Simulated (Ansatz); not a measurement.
Zr (hcp (Mg type), P6_3/mmc) at seven volumes, PBE (plane waves, PAW; program Ansatz), shape and atoms relaxed at each. One row is withheld.

| V (Å³/atom) | P (GPa) |
|---|---|
| 21.285 | 10.17 |
| 21.987 | 6.37 |
| 22.689 | ? |
| 23.390 | 0.00 |
| 24.092 | -2.63 |
| 24.794 | -4.94 |
| 25.496 | -6.97 |

Q: Fit the shown pressures and predict the withheld one.

A: P = (3/2)B₀(x^(7/2) − x^(5/2))[1 + (3/4)(B′ − 4)(x − 1)] with x = (V₀/V)^(2/3). Least squares on the six rows gives V₀ = 23.391 Å³/atom, B₀ = 93.0 GPa, B′ = 3.18. At V = 22.689, x = 1.0205 and P = 2.97 GPa. The run itself gave 2.99 GPa.

The cell was relaxed with PBE under the symmetry of its start. The run is not spin-polarised.

Potentials: the earlier of the program's two PAW sets.
